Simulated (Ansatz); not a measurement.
TaRu (CsCl type, Pm-3m) at seven volumes, the program Ansatz at the r²SCAN level (PAW), scaled uniformly. One row is withheld.

```
V (Å³/atom)  P (GPa)
-----------  -------
14.280         30.93
14.751         18.95
15.222          8.72
15.692          0.00
16.163         -7.45
16.634             ?
17.105        -19.21
```

Problem. Fit the shown pressures and predict the withheld one.

Solution. P = (3/2)B₀(x^(7/2) − x^(5/2))[1 + (3/4)(B′ − 4)(x − 1)] with x = (V₀/V)^(2/3). Least squares on the six rows gives V₀ = 15.693 Å³/atom, B₀ = 268 GPa, B′ = 4.27. At V = 16.634, x = 0.9619 and P = -13.78 GPa. The run itself gave -13.80 GPa.

The workflow started from an entry of the Crystallography Open Database (COD), which files this formula under 2 space groups. Its standing as an ambient phase is unchecked. The r²SCAN relaxation kept the symmetry of its start; its stability against distortions is not shown here. The run is not spin-polarised. Scalar-relativistic: spin–orbit coupling is off unless named, which matters more the heavier the elements.

Potentials: the later of the program's two PAW sets.
